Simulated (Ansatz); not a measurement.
## An elastic constant from a strain scan in Si

Method: Ansatz, DFT r2SCAN, scalar-relativistic, plane waves, PAW. Cutoff 500 eV, Γ-centred 8×8×8 k-points, Gaussian smearing of 0.05 eV. No spin polarisation. Energies are free energies at this smearing, counted from the undisturbed cell; pressure is positive in compression.

The undisturbed cell (relaxed at this level):

```yaml
crystal:
  lattice:
    - [0.00000, 2.72211, 2.72211]
    - [2.72211, 0.00000, 2.72211]
    - [2.72211, 2.72211, 0.00000]
  atoms:
    - { symbol: Si, position: [0.50000, 0.50000, 0.50000] }
    - { symbol: Si, position: [0.75000, 0.75000, 0.75000] }
```

The cell is strained by ε times the Voigt pattern (1, -1, 0, 0, 0, 0) (xx, yy, zz, yz, xz, xy; engineering shear) with fractional coordinates fixed. The cell holds 2 atoms in V0 = 40.34 Å³. The stress column is τ = (1/V0) dE/dε, got from the stress tensor σ (compression positive) at each point as −det(1 + εP) σ : P(1 + εP)⁻¹, with P the pattern as a tensor.

```
      ε  ΔE (meV/atom)  τ (GPa)
-0.0350         16.383   -7.428
-0.0300         12.040   -6.371
-0.0250          8.363   -5.311
-0.0200          5.353   -4.251
-0.0150          3.012   -3.189
-0.0100          1.339   -2.126
-0.0050          0.336   -1.063
 0.0000          0.000    0.000
 0.0050          0.336    1.063
 0.0100          1.339    2.126
 0.0150          3.012    3.189
 0.0200          5.353    4.251
 0.0250          8.363    5.311
 0.0300         12.040    6.371
 0.0350         16.383    7.428
 0.0400              ?        ?
```

Question: Which combination of elastic constants does this scan measure, and how large is it?

Answer: For small ε, τ = τ0 + Kε with K = pᵀCp, which for this pattern is 2(C11 − C12) in the cubic axes. The parabola through τ at ε = -0.0050, 0 and 0.0050 has slope K = 213 GPa at zero. The energies per cell, E = NΔE, of the same two points give K = 2[E(ε₊)/ε₊ − E(ε₋)/ε₋]/[(ε₊ − ε₋)V0] = 213 GPa, in agreement.

Question: Predict the withheld row at ε = 0.0400 from the harmonic law, and compare.

Answer: ΔE = V0(τ0 ε + Kε²/2)/N = 21.419 meV/atom and τ = 8.51 GPa. The calculation gives 21.390 meV/atom and 8.48 GPa, a miss of 0.1 % of the harmonic energy, so the harmonic law still holds here.